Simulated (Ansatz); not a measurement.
Relaxed-ion elastic tensor of Co3Si in space group P6_3/mmc (No. 194; Co on 6h, Si on 2c) in GPa (Voigt order), r²SCAN (plane waves, PAW; program Ansatz); density 8.40 g/cm³, 10.13 Å³ per atom.

```
     1    2    3     4     5    6
-  ---  ---  ---  ----  ----  ---
1  474  185  157   0.0   0.0  0.0
2  185  474  157   0.0   0.0  0.0
3  157  157  528   0.0   0.0  0.0
4  0.0  0.0  0.0  79.3   0.0  0.0
5  0.0  0.0  0.0   0.0  79.3  0.0
6  0.0  0.0  0.0   0.0   0.0  145
```

Question: Is the crystal mechanically stable?

Answer: Yes: the smallest eigenvalue of C is 79.3 GPa.

Question: Work out the Voigt, Reuss and Hill averages.

Answer: K_V = 275, K_R = 275, K_H = 275; G_V = 126, G_R = 112, G_H = 119 GPa.

Question: Give Young's modulus, Poisson's ratio, Pugh's ratio and the universal anisotropy index.

Answer: E = 9KG/(3K + G) = 312 GPa; ν = 0.31; K/G = 2.31 (ductile by the Pugh limit of 1.75); A_U = 5G_V/G_R + K_V/K_R − 6 = 0.61.

Question: Estimate the sound speeds and the Debye temperature.

Answer: v_l = √((K + 4G/3)/ρ) = 7180 m/s, v_t = √(G/ρ) = 3770 m/s, mean 4210 m/s; Θ = (h/k)(3n/4πV)^(1/3) v_m = 580 K.

Question: Solve the Christoffel equation for the three sound speeds along x, y, z.

Answer: Eigenvalues of C_ijkl n_j n_l equal ρv². In km/s, slowest first: x 3.07, 4.15, 7.52; y 3.07, 4.15, 7.52; z 3.07, 3.07, 7.93.

Question: How much does each axis shrink under pressure?

Answer: Linear compressibilities β_i = Σ_j S_ij (j = 1 to 3): x 1.2, y 1.2, z 1.2 per TPa.

The workflow started from a Materials Project entry (that database holds measured and hypothetical structures alike); the Crystallography Open Database copy checked does not list it. Whether it is the stable phase at ambient conditions was not checked. Symmetry was held in the r²SCAN relaxation; its stability against distortions is not shown here. No spin polarisation was allowed. As this level gives no gap, shear constants depend on the k-mesh and smearing (Fermi–Dirac, 0.1 eV here). On the denser mesh and wider smearing of the elastic run this cell carries a stress of 0.4 GPa.

Potentials: the later of the program's two PAW sets.
